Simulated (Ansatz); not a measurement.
Al2Au (fluorite or antifluorite type, Fm-3m) under volume change, PBEsol (plane waves, PAW; program Ansatz), scaled uniformly.

```json
[
 {"V (Å³/atom)": "16.405", "E − E(relaxed) (meV/atom)": "62.6", "P (GPa)": "13.52"},
 {"V (Å³/atom)": "16.945", "E − E(relaxed) (meV/atom)": "26.2", "P (GPa)": "8.23"},
 {"V (Å³/atom)": "17.486", "E − E(relaxed) (meV/atom)": "6.2", "P (GPa)": "3.76"},
 {"V (Å³/atom)": "18.027", "E − E(relaxed) (meV/atom)": "0.0", "P (GPa)": "0.00"},
 {"V (Å³/atom)": "18.568", "E − E(relaxed) (meV/atom)": "5.5", "P (GPa)": "-3.17"},
 {"V (Å³/atom)": "19.109", "E − E(relaxed) (meV/atom)": "20.8", "P (GPa)": "-5.83"},
 {"V (Å³/atom)": "19.649", "E − E(relaxed) (meV/atom)": "44.4", "P (GPa)": "-8.05"}
]
```

Question: What does a third-order Birch–Murnaghan fit give for V₀, B₀ and B′?

Answer: V₀ = 18.03 Å³/atom, B₀ = 115 GPa, B′ = 4.7.

Symmetry was held in the PBEsol relaxation; of distortions, only those at the zone centre were tested. Scalar-relativistic: spin–orbit coupling is off unless named, which matters more the heavier the elements.

Potentials: the later of the program's two PAW sets.
